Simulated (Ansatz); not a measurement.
Level of theory: DFT PBEsol, scalar-relativistic, plane waves, PAW (Ansatz 0.2.0).

Structure of CaIr₂:

```yaml
crystal:
  lattice:
    - [0.00000, 3.74233, 3.74233]
    - [3.74233, 0.00000, 3.74233]
    - [3.74233, 3.74233, 0.00000]
  atoms:
    - { symbol: Ca, position: [0.25000, 0.25000, 0.25000] }
    - { symbol: Ca, position: [0.00000, 0.00000, 0.00000] }
    - { symbol: Ir, position: [0.62500, 0.62500, 0.62500] }
    - { symbol: Ir, position: [0.12500, 0.62500, 0.62500] }
    - { symbol: Ir, position: [0.62500, 0.12500, 0.62500] }
    - { symbol: Ir, position: [0.62500, 0.62500, 0.12500] }
```

Settings: cutoff 420 eV, Γ-centred mesh 8×8×8 on the computed 6-atom cell, Gaussian smearing of 0.10 eV; no spin polarisation.

Levels along Γ–X–U | K–Γ–L–W–X, in eV from the Fermi level, sorted by energy at each point. Points in fractions of the primitive reciprocal vectors: Γ (0.000 0.000 0.000), X (0.500 0.000 0.500), U (0.625 0.250 0.625), K (0.375 0.375 0.750), L (0.500 0.500 0.500), W (0.500 0.250 0.750).
```
point k (1/Å, with 2π) band 41  band 42  band 43  band 44  band 45  band 46  band 47
    Γ             0.000    -0.17    -0.17     1.02     1.02     1.02     1.11     1.11
    -             0.120    -0.32    -0.18     0.96     0.96     1.05     1.07     1.08
    -             0.240    -0.53    -0.20     0.46     0.77     0.77     0.96     1.10
    -             0.360    -0.77    -0.32    -0.23     0.48     0.48     0.73     1.16
    -             0.480    -1.00    -1.00    -0.26     0.15     0.15     0.45     1.24
    -             0.600    -1.30    -1.30    -0.27    -0.12    -0.12     0.17     1.37
    -             0.720    -1.65    -1.65    -0.29    -0.29    -0.25    -0.04     1.55
    X             0.840    -1.88    -1.88    -0.34    -0.34    -0.18    -0.18     1.74
    -             0.882    -1.88    -1.87    -0.36    -0.35    -0.17    -0.15     1.74
    -             0.924    -1.86    -1.84    -0.41    -0.38    -0.17    -0.09     1.71
    -             0.967    -1.82    -1.79    -0.46    -0.43    -0.15    -0.02     1.66
    -             1.009    -1.76    -1.73    -0.50    -0.50    -0.12     0.06     1.59
    -             1.052    -1.68    -1.66    -0.58    -0.54    -0.09     0.15     1.51
    -             1.094    -1.59    -1.55    -0.67    -0.56    -0.06     0.24     1.41
    U             1.136    -1.52    -1.42    -0.78    -0.58    -0.02     0.34     1.31
    K             1.136    -1.52    -1.42    -0.78    -0.58    -0.02     0.34     1.31
    -             1.264    -1.05    -1.04    -1.02    -0.60     0.11     0.65     1.08
    -             1.391    -0.89    -0.66    -0.55    -0.51     0.27     0.96     0.97
    -             1.518    -0.67    -0.48    -0.40     0.04     0.47     0.89     1.22
    -             1.645    -0.49    -0.40    -0.26     0.54     0.71     0.87     1.36
    -             1.772    -0.34    -0.22    -0.14     0.90     0.92     0.93     1.34
    -             1.899    -0.22    -0.21     0.76     0.98     1.02     1.20     1.20
    Γ             2.027    -0.17    -0.17     1.02     1.02     1.02     1.11     1.11
    -             2.131    -0.20    -0.20     0.91     0.96     0.96     1.20     1.20
    -             2.234    -0.23    -0.23     0.34     0.73     0.73     1.30     1.45
    -             2.338    -0.31    -0.26    -0.26     0.45     0.45     1.41     1.76
    -             2.442    -0.34    -0.29    -0.29     0.21     0.21     1.55     2.05
    -             2.546    -0.36    -0.35    -0.35     0.07     0.07     1.70     2.28
    -             2.650    -0.41    -0.41    -0.38     0.01     0.01     1.82     2.42
    L             2.754    -0.43    -0.43    -0.38     0.00     0.00     1.88     2.47
    -             2.838    -0.47    -0.45    -0.40    -0.04     0.00     1.78     2.12
    -             2.923    -0.57    -0.50    -0.46    -0.16     0.00     1.49     1.79
    -             3.008    -0.78    -0.59    -0.55    -0.34     0.00     1.13     1.56
    -             3.093    -1.05    -0.73    -0.70    -0.56     0.03     0.88     1.40
    -             3.178    -1.28    -1.01    -0.82    -0.69     0.09     0.70     1.33
    -             3.263    -1.12    -1.10    -0.93    -0.79     0.19     0.52     1.38
    W             3.347    -1.08    -1.08    -0.90    -0.90     0.34     0.34     1.51
    -             3.407    -1.16    -1.16    -0.84    -0.84     0.30     0.30     1.53
    -             3.467    -1.30    -1.30    -0.73    -0.73     0.21     0.21     1.60
    -             3.527    -1.46    -1.46    -0.63    -0.63     0.11     0.11     1.67
    -             3.587    -1.64    -1.64    -0.53    -0.53     0.00     0.00     1.71
    -             3.647    -1.79    -1.79    -0.44    -0.44    -0.08    -0.08     1.74
    -             3.707    -1.87    -1.87    -0.37    -0.37    -0.15    -0.15     1.74
    X             3.767    -1.88    -1.88    -0.34    -0.34    -0.18    -0.18     1.74
```

Spin-orbit coupling is left out, which matters for the bands of heavy elements.

Cost: 1 run of about 0.71 core-minutes, on Intel Xeon 6975P-C (Granite Rapids) (shared hosts).